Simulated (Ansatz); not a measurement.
A trial structure of Ge₈N was built thus: random cell by space group and Wyckoff sites (Fmmm, No. 69). Its size is a rough estimate.

```
Ge N
1.0
     0.00000    4.42724    4.99732
     3.72224    0.00000    4.99732
     3.72224    4.42724    0.00000
Ge N
8 1
Direct
  0.73072 0.01896 0.51280
  0.73751 0.51280 0.01896
  0.51280 0.73751 0.73072
  0.01896 0.73072 0.73751
  0.26928 0.98104 0.48720
  0.26249 0.48720 0.98104
  0.48720 0.26249 0.26928
  0.98104 0.26928 0.26249
  0.00000 0.00000 0.00000
```

All numbers below come from Ansatz 0.2.0, DFT PBE, scalar-relativistic, plane waves, PAW. Cutoff 420 eV, Gaussian smearing, Γ-centred meshes. Cell and atoms relax first on a coarse mesh and then on a finer one. In between, the cell is made exact in the group found at 0.06 Å. In metals the finer mesh still leaves noise of several meV/atom or more. The steps can't lower the symmetry of their start. No spin polarisation.

A guess keeps its type if space group and coordination stay and the shape of the cell changes little (axis ratios within about 15 %, angles within 6°); the volume may change.

Question: Does it keep its structure type, or change into something else?

Answer: It doesn't keep its type. The symmetry goes from Fmmm (No. 69) to I4/mmm (No. 139). The volume per atom grows by 3.3 %, from 18.3 to 18.9 Å³. The shortest distance goes from 2.16 Å (Ge–Ge) to 2.40 Å (Ge–N). Counting neighbours within 15 % of an atom's shortest distance, the start has Ge 2, N 8 and the end Ge 2, N 8. In detail, at the end Ge has 1 N at 2.40 Å and 6 Ge at 2.76–2.78 Å; around N lie 8 Ge at 2.40 Å.

```
CELL_PARAMETERS angstrom
-3.92639 3.92639 2.75909
3.92639 -3.92639 2.75909
3.92639 3.92639 -2.75909
ATOMIC_POSITIONS crystal
Ge 0.25027 0.00022 0.74995
Ge 0.25027 0.50032 0.25005
Ge 0.49968 0.74973 0.74995
Ge 0.99978 0.74973 0.25005
Ge 0.74973 0.99978 0.25005
Ge 0.74973 0.49968 0.74995
Ge 0.50032 0.25027 0.25005
Ge 0.00022 0.25027 0.74995
N 0.00000 0.00000 0.00000
```

Energies over the elements count from the elements' standard structures at the same level (N₂ as a molecule), with no fitted energy shifts.

Question: At what energy does it end?

Answer: +0.56 eV/atom. The separate elements lie lower, so it is unstable against them.

The last run used an 8×8×8 mesh for its 9-atom cell and Gaussian smearing of 0.10 eV. A structure relaxed within its symmetry needn't be a true minimum.
